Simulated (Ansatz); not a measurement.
System: AlNi (CsCl type), 2 atoms in the cell.

All numbers below come from PBE, all-electron LAPW, point nucleus in Ansatz.

k-mesh 8×8×8 Γ-centred; Fermi–Dirac smearing of 0.1 eV; no spin polarisation.

```yaml
crystal:
  lattice:
    - [2.89000, 0.00000, 0.00000]
    - [0.00000, 2.89000, 0.00000]
    - [0.00000, 0.00000, 2.89000]
  atoms:
    - { symbol: Ni, position: [0.00000, 0.00000, 0.00000] }
    - { symbol: Al, position: [0.50000, 0.50000, 0.50000] }
```
Lattice in Å, positions in fractions of it.

Q: Would the cell expand or shrink if it were free to relax?

A: The pressure is 0.65 GPa, so at these settings the cell is compressed and would expand.

The k-mesh is modest, so these values aren't fully converged in k.
